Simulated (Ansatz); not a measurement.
Consider the following.

GaN:
```
GaN
1.0
    3.15092     0.00000     0.00000
   -1.57546     2.72878     0.00000
    0.00000     0.00000    10.28298
Ga N
4 4
Direct
  0.00000   0.00000   0.00044
  0.00000   0.00000   0.50044
  0.66667   0.33333   0.75021
  0.33333   0.66667   0.25021
  0.00000   0.00000   0.81257
  0.00000   0.00000   0.31257
  0.66667   0.33333   0.56241
  0.33333   0.66667   0.06241
```

This is the LDA-relaxed structure. Tensor components refer to the Cartesian frame of this cell.

All from LDA in the plane-wave PAW code Ansatz, unless another level is named. Give the formation energy from the elements (no fitted shifts).

-0.73 eV/atom.

Predict the band gap.

2.04 eV (direct).

Predict the hole effective mass, band 2 of 2 at the edge.

0.17 along x (mₑ).

Space group P6_3mc. A made-up cell: these elements were put on the sites of a structure type. Its sites differ from those of the usual phase in this space group: another stacking or structure type. The LDA relaxation kept the symmetry of its start; phonons on a q-mesh show no instability. The references are the lowest solids computed at this level, not always the standard phases (solids in place of the gases). Scalar-relativistic: spin–orbit coupling is off unless named, which matters more the heavier the elements.

Potentials: the later of the program's two PAW sets.
